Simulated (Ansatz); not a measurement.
One starting cell of CdS (a generated cell, CdS placed in the 6H structure type) was relaxed twice with Ansatz (plane waves, PAW, scalar-relativistic): with PBEsol at 420 eV and with PBE at 420 eV. The PBEsol result:

```xyz
12
Lattice="4.1203 0.0000 0.0000 -2.0601 3.5683 0.0000 0.0000 0.0000 20.1588" Properties=species:S:1:pos:R:3 pbc="T T T"
Cd     0.0000     0.0000    20.1547
Cd     0.0000     0.0000    10.0753
Cd     2.0601     1.1894    16.7976
Cd     0.0000     2.3789     6.7182
Cd     2.0601     1.1894     3.3579
Cd     0.0000     2.3789    13.4373
S      0.0000     0.0000    17.6310
S      0.0000     0.0000     7.5516
S      2.0601     1.1894    14.2740
S      0.0000     2.3789     4.1946
S      2.0601     1.1894     0.8342
S      0.0000     2.3789    10.9136
```

```csv
quantity,PBEsol,PBE
space group,P6₃mc,P6₃mc
volume (Å³/atom),24.70,(withheld)
a (Å),4.120,(withheld)
c (Å),20.159,(withheld)
"gap (eV, no spin-orbit coupling)",1.04,(withheld)
```

Question: Fill in the PBE column.

Answer: 
- volume (Å³/atom), PBE: 26.03
- a (Å), PBE: 4.193
- c (Å), PBE: 20.516
- gap (eV, no spin-orbit coupling), PBE: 1.06

Both levels end in the same structure; PBE's volume is 5.4 % larger; its gap is the same within 0.05 eV. Neither column is exact.

No spin polarisation in the result.

The run could not lose the symmetry of its start; a randomly shaken copy of 12 atoms returns to this structure.

The first start was generated by placing the elements on the sites of a structure type. A measured structure of CdS has the same space group, P6₃mc (No. 186); the sites were not compared with it.

Ansatz is a quantum-chemistry and plane-wave program.
